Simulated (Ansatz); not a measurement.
## TmGa₃Hg₃As₂N₄ (drawn start structure)

The computed numbers are results of PBE, scalar-relativistic (collinear spin) in the plane-wave PAW code Ansatz at 420 eV, Γ-centred 4×4×4 mesh, 0.05 eV Gaussian smearing; PAW files: Ansatz's generated set soft_2.

```yaml
crystal:
  lattice:
    - [7.09237, 0.00000, 0.00000]
    - [-3.54618, 6.14217, 0.00000]
    - [0.00000, 0.00000, 6.28383]
  atoms:
    - { symbol: Tm, position: [0.00000, 0.00000, 0.50000] }
    - { symbol: Ga, position: [0.43283, 0.00000, 0.50000] }
    - { symbol: Ga, position: [0.00000, 0.43283, 0.50000] }
    - { symbol: Ga, position: [0.56717, 0.56717, 0.50000] }
    - { symbol: Hg, position: [0.71918, 0.00000, 0.00000] }
    - { symbol: Hg, position: [0.00000, 0.71918, 0.00000] }
    - { symbol: Hg, position: [0.28082, 0.28082, 0.00000] }
    - { symbol: As, position: [0.33333, 0.66667, 0.00000] }
    - { symbol: As, position: [0.66667, 0.33333, 0.00000] }
    - { symbol: N, position: [0.33333, 0.66667, 0.50000] }
    - { symbol: N, position: [0.66667, 0.33333, 0.50000] }
    - { symbol: N, position: [0.00000, 0.00000, 0.18359] }
    - { symbol: N, position: [0.00000, 0.00000, 0.81641] }
```

The structure was built from a prototype; whether the compound forms in it isn't claimed.

Magnetic state: ferromagnetic, site spin moments Tm 1.30 μB.

Task: Which orbitals carry the states at the Fermi level, and how many states are there?

Result: Within 0.1 eV of it: Tm 4f 45 %, As 4p 21 %, N 2p 15 % (shares among the projected shells). The density of states at the Fermi level is about 11 states/eV per cell, averaged over 0.3 eV.

Density of states (tetrahedra, averaged over 0.4 eV; states/eV per cell of 13 atoms; energy in eV from the Fermi level; projections on Löwdin-orthogonalised atomic orbitals, summed over sites):

| E | total | N 2p | Hg 5d down | Hg 5d up | As 4p | Ga 4p | Tm 4f up | Tm 4f down |
| --- | --- | --- | --- | --- | --- | --- | --- | --- |
| -7.65 | 2.1 | 0.1 | 0.8 | 0.9 | 0.1 | 0.0 | 0.0 | 0.0 |
| -7.25 | 18.5 | 1.5 | 7.5 | 7.6 | 1.0 | 0.1 | 0.0 | 0.0 |
| -6.85 | 21.5 | 1.1 | 9.4 | 9.3 | 0.8 | 0.1 | 0.0 | 0.0 |
| -6.45 | 28.7 | 1.1 | 12.4 | 12.3 | 0.5 | 0.3 | 0.0 | 0.0 |
| -6.05 | 9.3 | 1.4 | 2.4 | 2.4 | 0.2 | 0.2 | 0.0 | 0.0 |
| -5.65 | 4.8 | 1.2 | 0.8 | 0.7 | 0.0 | 0.2 | 0.0 | 0.0 |
| -5.25 | 3.9 | 1.0 | 0.2 | 0.2 | 0.6 | 0.1 | 0.0 | 0.0 |
| -4.85 | 6.0 | 1.8 | 0.3 | 0.3 | 0.6 | 0.2 | 0.0 | 0.0 |
| -4.45 | 4.1 | 1.2 | 0.3 | 0.3 | 0.4 | 0.1 | 0.0 | 0.0 |
| -4.05 | 1.9 | 0.7 | 0.1 | 0.1 | 0.2 | 0.1 | 0.0 | 0.0 |
| -3.65 | 7.1 | 3.8 | 0.3 | 0.3 | 0.5 | 1.0 | 0.1 | 0.0 |
| -3.25 | 5.6 | 2.9 | 0.1 | 0.1 | 0.8 | 0.8 | 0.1 | 0.0 |
| -2.85 | 7.6 | 3.2 | 0.2 | 0.2 | 2.2 | 0.6 | 0.2 | 0.1 |
| -2.45 | 4.5 | 2.0 | 0.1 | 0.1 | 1.0 | 0.4 | 0.3 | 0.1 |
| -2.05 | 7.7 | 2.5 | 0.1 | 0.1 | 0.8 | 0.4 | 3.0 | 0.0 |
| -1.65 | 16.7 | 6.6 | 0.6 | 0.5 | 2.5 | 0.5 | 3.3 | 0.5 |
| -1.25 | 12.2 | 1.2 | 0.1 | 0.1 | 0.7 | 0.3 | 8.6 | 0.3 |
| -0.85 | 11.4 | 2.4 | 0.1 | 0.1 | 0.6 | 1.1 | 1.3 | 4.1 |
| -0.45 | 14.0 | 1.6 | 0.2 | 0.2 | 2.8 | 1.0 | 0.3 | 6.1 |
| -0.05 | 11.2 | 1.7 | 0.1 | 0.2 | 2.4 | 0.7 | 0.1 | 4.6 |
| 0.35 | 6.2 | 1.9 | 0.1 | 0.1 | 1.6 | 0.5 | 0.1 | 0.9 |
| 0.75 | 6.0 | 2.4 | 0.1 | 0.1 | 2.0 | 0.4 | 0.0 | 0.3 |
| 1.15 | 2.8 | 1.1 | 0.0 | 0.0 | 0.9 | 0.3 | 0.0 | 0.1 |
| 1.55 | 2.8 | 1.1 | 0.0 | 0.0 | 0.2 | 0.7 | 0.0 | 0.1 |
| 1.95 | 9.7 | 2.0 | 0.0 | 0.0 | 0.6 | 3.4 | 0.0 | 0.1 |
| 2.35 | 8.7 | 1.6 | 0.0 | 0.0 | 0.5 | 3.9 | 0.0 | 0.0 |
| 2.75 | 8.4 | 1.2 | 0.0 | 0.0 | 0.6 | 4.1 | 0.0 | 0.0 |
| 3.15 | 4.0 | 0.3 | 0.0 | 0.0 | 0.6 | 1.3 | 0.0 | 0.0 |
| 3.55 | 5.5 | 0.6 | 0.0 | 0.0 | 0.9 | 1.4 | 0.0 | 0.0 |
| 3.95 | 6.4 | 0.7 | 0.0 | 0.0 | 0.9 | 1.0 | 0.0 | 0.0 |
| 4.35 | 4.9 | 0.4 | 0.0 | 0.0 | 0.6 | 0.6 | 0.0 | 0.0 |
| 4.75 | 2.5 | 0.2 | 0.0 | 0.0 | 0.2 | 0.4 | 0.0 | 0.0 |
| 5.15 | 4.9 | 0.4 | 0.0 | 0.0 | 0.1 | 0.7 | 0.0 | 0.0 |
| 5.55 | 7.2 | 0.5 | 0.0 | 0.0 | 0.1 | 1.0 | 0.0 | 0.0 |
| 5.95 | 5.9 | 0.3 | 0.0 | 0.0 | 0.1 | 0.8 | 0.0 | 0.0 |

Without a U the open 4f shell is pinned at the Fermi level, an artefact: in the real crystal it splits into occupied and empty levels away from it, and its large orbital moment is missing here. These numbers lack spin–orbit coupling. The run wasn't fully tested for a lower electronic state. Site moments are of spin, integrated over atomic spheres. Only parallel moments were tried, so the real magnetic order may be another.

The state of the open shells isn't shown to be the lowest, and forces and pressures are less sure for it.
